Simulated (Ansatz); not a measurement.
A relaxed cell of HoGeF4 is given with its symmetry left out. The cell was found from a structure generator's guess, not taken from experiment.

Computed with Ansatz 0.2.0, DFT PBE, scalar-relativistic, plane waves, PAW, and for the lanthanide a 4f-in-core norm-conserving potential. Cutoff 690 eV, Γ-centred mesh, Gaussian smearing, no spin polarisation.

```
CELL_PARAMETERS angstrom
3.98514 0.00000 0.00000
0.00000 3.98514 0.00000
0.00000 0.00000 5.76250
ATOMIC_POSITIONS crystal
Ho 0.00000 0.00000 0.50000
Ge 0.00000 0.00000 0.00000
F 0.00000 0.50000 0.71969
F 0.50000 0.00000 0.71969
F 0.00000 0.50000 0.28031
F 0.50000 0.00000 0.28031
```

Formation energies are uncorrected and refer to the elements' standard structures at the same level (F₂ as a molecule).

Question: What space group does it have?

Answer: P4/mmm (No. 123). Conventional cell: a = 3.985 Å, c = 5.763 Å. Ho is surrounded by 8 F at 2.36 Å and 2 Ge at 2.88 Å; Ge is surrounded by 8 F at 2.57 Å and 2 Ho at 2.88 Å; F is surrounded by 2 Ho at 2.36 Å, 1 F at 2.53 Å, 2 Ge at 2.57 Å and 4 F at 2.82 Å.

Question: What is its formation energy per atom?

Answer: −2.70 eV/atom.

Question: Is it a metal?

Answer: Yes, bands cross the Fermi level on the 10×10×8 mesh.

The last run used a 10×10×8 mesh (in the run's order of axes) for its 6-atom cell and Gaussian smearing of 0.10 eV. An odd number of valence electrons (the lanthanide is held trivalent, its 4f shell in the core) allows no gap without spin; another valence of the lanthanide, a larger cell or a magnetic state could open one. A structure relaxed within its symmetry needn't be a true minimum. Another cell of HoGeF4 relaxed alike, in Cmmm, lies 143 meV/atom lower, so this cell isn't the stable form at this level.

The lanthanide is trivalent by construction, without f bands, f moments or other valences. The reference runs of the other elements, and any phases without the lanthanide, used 420 eV, which shifts energies against them by under 10 meV/atom. The lanthanide's reference is the lowest of its hcp, dhcp and fcc cells.
